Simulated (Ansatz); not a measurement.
**PtSe2 under strain: Field gradients at the nuclei**

The cell is a structure deposited in the COD, relaxed with PBE at fixed cell and then changed (z stretched by 2 %, ions relaxed).

```yaml
crystal:
  lattice:
    - [3.72780, 0.00000, 0.00000]
    - [-1.86390, 3.22837, 0.00000]
    - [0.00000, 0.00000, 5.13193]
  atoms:
    - { symbol: Pt, position: [0.00000, 0.00000, 0.00000] }
    - { symbol: Se, position: [0.33333, 0.66667, 0.25596] }
    - { symbol: Se, position: [0.66667, 0.33333, 0.74404] }
```

Atom numbers follow the list; atoms alike are taken as one site, whose name carries the number of the first.

Level of theory: DFT, PBE, plane waves and PAW, scalar-relativistic, 420 eV cutoff, Γ-centred 14×14×9 k-points, Fermi–Dirac smearing 0.05 eV (Ansatz 0.2.0).

C_Q = eQV_zz/h, which is 24.18 MHz for Q = 1 b and V_zz = 10²¹ V/m²; η = (V_xx − V_yy)/V_zz. Directions are in the Cartesian axes of the cell vectors above, for the atom listed; none is given where the gradient is under 0.02 or η is above 0.95.

(1) Which values are expected at the nuclei?

Answers

(1) 

| site | first atom | first shell | V_zz (10²¹ V/m²) | η | direction of V_zz (x, y, z) |
| --- | --- | --- | --- | --- | --- |
| Pt | 1 | 6 Se at 2.52 Å | 8.73 | 0.00 | 0.00 0.00 1.00 |
| Se | 2 | 3 Pt at 2.52 Å; also 3 Se at 3.30 Å | -3.49 | 0.00 | 0.00 0.00 1.00 |

An axis of threefold or higher order runs through Pt and Se, so V_zz lies along it and η is zero.

The run finds no gap above 0.1 eV (a metal, or nearly one), so the gradients can move by 10 % or more with the k-mesh. Spin–orbit coupling is left out, which shifts gradients on Pt by a few per cent in wide-gap crystals, and can shift them far more where the calculated gap is small or absent, as here. Semilocal functionals make gaps too small and can close them, so the real compound need not be a metal.
